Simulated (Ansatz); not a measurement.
La2AlCo2C, one structure, two calculations

Cell: a structure deposited in the COD whose atoms were relaxed with PBE, the cell held.

Space group Immm (No. 71); a = 4.1841, b = 6.1161, c = 9.0910 Å.

| site | Wyckoff | site symmetry | x | y | z |
| --- | --- | --- | --- | --- | --- |
| La | 4j | mm2 | 0.5000 | 0.0000 | 0.1912 |
| Al | 2c | mmm | 0.0000 | 0.0000 | 0.5000 |
| Co | 4g | m2m | 0.0000 | 0.2896 | 0.0000 |
| C | 2a | mmm | 0.0000 | 0.0000 | 0.0000 |

One atom of each set is listed; the run and its k-mesh use a cell of 6 atoms with edges of 5.86, 5.86, 5.86 Å.

First run. All values are calculated (Ansatz; DFT, PBE, plane waves and PAW, scalar-relativistic, collinear spin, 420 eV cutoff, Γ-centred 10×10×10 k-points, Fermi–Dirac smearing 0.05 eV), not measured. Start moments as typed (μB): 2 on each Co, none on the rest.

```tsv
site	V_zz (10²¹ V/m²)	η
La	11.43	0.59
Al	-4.05	0.56
Co	-4.49	0.66
C	-3.41	0.04
```

Second run. The same atoms and settings, except that the functional is r2SCAN and the cutoff is 500 eV.

Problem. Given the first result, estimate the second.

Solution. 

```csv
site,V_zz,η,change of V_zz
La,12.32,0.66,+0.89
Al,-3.82,0.55,+0.23
Co,-4.55,0.70,-0.06
C,-3.51,0.03,-0.10
```

The largest change of V_zz is on La, from 11.43 to 12.32. In per cent, |V_zz| changes by +8 on La, -6 on Al, +1 on Co, +3 on C (all sites that start above 2).

With no gap above 0.1 eV, as in a metal, the gradients converge slowly in k; expect changes of a tenth or more on a denser mesh. Without spin–orbit coupling (the program notes it for La) the gradients can shift somewhat, as the gap is small. The start moments die out, and the run ends without spin.
For the first run: With these PAW files V_zz is typically within 2 to 3 % of all-electron values, but misses above 10 % occur on Co.
For the second run: The program didn't check the stability of this electronic state in full, so a lower one may lie near. With these PAW files V_zz is typically within 2 to 3 % of all-electron values, but misses above 10 % occur on Al, Co.
